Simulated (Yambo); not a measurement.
G0W0@PBEsol for Sr2RuH6 (space group Fm-3m, No. 225) in Yambo. Reference settings: 4×4×4 Γ-centred k mesh, bands 5 to 159 and a 7 Ry block in the screening, 159 bands in G with the Bruneval-Gonze terminator, plasmon pole fitted at 27.2 eV. The PBEsol gap Γ → X on this mesh is 2.11 eV; G0W0 gaps are taken between the same points.

| change from the reference | G0W0 gap Γ → X (eV) | shift of the valence edge (eV) |
|---|---|---|
| reference settings | 3.44 | -0.50 |
| 41 bands in W, 41 bands in G | 3.46 | -0.03 |
| 61 bands in W, 61 bands in G, 2 Ry block | 3.36 | -0.15 |
| 61 bands in W, 61 bands in G, 4 Ry block | … | -0.18 |
| 6 Ry block | 3.42 | -0.48 |
| 41 bands in W, 41 bands in G, no terminator | 3.45 | 0.31 |
| 61 bands in W, 61 bands in G, 3 Ry block, no terminator | … | 0.09 |
| 90 bands in W, 90 bands in G | 3.42 | -0.35 |

Question: Estimate the withheld gaps from the other rows; the computed values follow.

Answer: 
- 61 bands in W, 61 bands in G, 4 Ry block, G0W0 gap Γ → X (eV): 3.39
- 61 bands in W, 61 bands in G, 3 Ry block, no terminator, G0W0 gap Γ → X (eV): 3.38

The reference isn't shown to be the converged limit.

Spin-orbit coupling is not included.

Geometry of the Materials Project entry, not relaxed at this level; primitive cell a = b = c = 5.374 Å, α = β = γ = 60.00°.

A shift is the quasiparticle energy of the state minus its PBEsol energy.
